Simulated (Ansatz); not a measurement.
# A plane-wave run on CoBr₄

The input, for Ansatz 0.2.0 (plane waves, PAW):

```yaml
crystal:
  lattice:
    - [-4.206911, 4.206911, 3.707492]
    - [4.206911, -4.206911, 3.707492]
    - [4.206911, 4.206911, -3.707492]
  atoms:
    - { symbol: Co, position: [0.125, 0.875, 0.25] }
    - { symbol: Co, position: [0.875, 0.125, 0.75] }
    - { symbol: Br, position: [0.356, 0.795, 0.561] }
    - { symbol: Br, position: [0.795, 0.734, 0.439] }
    - { symbol: Br, position: [0.734, 0.795, 0.939] }
    - { symbol: Br, position: [0.795, 0.356, 0.061] }
    - { symbol: Br, position: [0.644, 0.205, 0.439] }
    - { symbol: Br, position: [0.205, 0.644, 0.939] }
    - { symbol: Br, position: [0.266, 0.205, 0.061] }
    - { symbol: Br, position: [0.205, 0.266, 0.561] }
  symmetry: { tolerance: 0.0003 }
kpoints:
  mp_grid: { grid: [6, 6, 6], shift: [0, 0, 0] }
  band_path:
    path:
      - [0.0, 0.0, 0.0]
      - [0.0, 0.0, 0.5]
      - [-0.5, 0.5, 0.5]
      - [0.0, 0.0, 0.0]
      - [0.44416628, 0.44416628, -0.44416628]
      - [-0.44416628, 0.55583372, 0.44416628]
      - [-0.5, 0.5, 0.5]
      - [0.0, 0.0, 0.5]
      - [0.25, 0.25, 0.25]
      - [0.0, 0.5, 0.0]
      - [0.0, 0.0, 0.0]
    npoints: 6
magnetization:
  spin_polarized: false
scf:
  occupations: { method: fermi_dirac }
  lower_state_search: "off"
  max_iter: 200
hamiltonian:
  pseudopotentials: { kind: paw }
  xc: r2scan
basis:
  ecutwfc: 500
  fft_grid_basis: typed
output:
  forces: true
  stress: true
  eigenvalues: true
  bader: true
  populations: true
  elf: true
  write_potential: true
  volumetric_format: npy
  dos:
    e_range: [-12, 8]
    de: 0.05
    projected: { site_lists: { Br: [Br], Co: [Co] } }
checkpoint:
  read: saved_state
```

The saved state is an earlier solution for the same cell, perhaps on another mesh. 

Parts of the output:

```
SCF iter   1: F=-32603.1647 eV  Δρ=4.40e-3  dr2=3.66e-3  dr2_τ=8.43e-3
SCF iter   2: F=-32603.1675 eV  Δρ=6.75e-4  dr2=6.28e-4  dr2_τ=2.45e-5
SCF iter   3: F=-32603.1535 eV  Δρ=2.55e-3  dr2=1.63e-2  dr2_τ=2.10e-4  recentre
SCF iter   4: F=-32603.1679 eV  Δρ=3.66e-4  dr2=1.19e-4  dr2_τ=7.08e-5
SCF iter   5: F=-32603.1680 eV  Δρ=1.59e-4  dr2=3.23e-5  dr2_τ=2.99e-6
SCF iter   6: F=-32603.1678 eV  Δρ=1.61e-4  dr2=6.44e-5  dr2_τ=4.26e-7
SCF iter   7: F=-32603.1679 eV  Δρ=7.44e-5  dr2=1.37e-5  dr2_τ=1.66e-7
SCF iter   8: F=-32603.1679 eV  Δρ=2.06e-5  dr2=9.76e-7  dr2_τ=3.90e-8
SCF iter   9: F=-32603.1679 eV  Δρ=4.21e-6  dr2=4.78e-8  dr2_τ=3.60e-10
Free energy (F): -32603.1679 eV
Harris-Foulkes:  -32603.1679 eV  (|F-HF|=3.57e-8)
Internal energy: -32602.7003 eV  (E = F + TS)
E sigma→0 (E₀):  -32602.9341 eV
Entropy (-TS):   -0.4676 eV (-46.763 meV/atom)
Fermi energy:    3.8552 eV
--- Stress (GPa, compression-positive) ---
       -6.7961       0.0000       0.0000
        0.0000      -6.7961       0.0000
        0.0000       0.0000      -2.6244
  P = ⅓ Tr σ = -5.4055 GPa (-54.055 kbar)
--- Löwdin populations: 10 sites ---
  site symbol       q [e]
     0     Co     16.1944
     1     Co     16.1944
     2     Br      7.1558
     3     Br      7.1558
     4     Br      7.1558
     5     Br      7.1558
     6     Br      7.1558
     7     Br      7.1558
     8     Br      7.1558
     9     Br      7.1558
  spilling = 0.0041 (of n_electrons = 90.0000)
--- Bader charges: 10 sites ---
  site symbol  charge [e]  shift [e]
     0     Co      0.9396     0.0027
     1     Co      0.9396     0.0027
     2     Br     -0.2349     0.0007
     3     Br     -0.2349     0.0007
     4     Br     -0.2349     0.0007
     5     Br     -0.2349     0.0007
     6     Br     -0.2349     0.0007
     7     Br     -0.2349     0.0007
     8     Br     -0.2349     0.0007
     9     Br     -0.2349     0.0007
```

Origin: a known structure type with other elements, at an estimated volume, so it need not be a known compound. Caveats: no spin polarisation, so a magnetic state may lie lower.
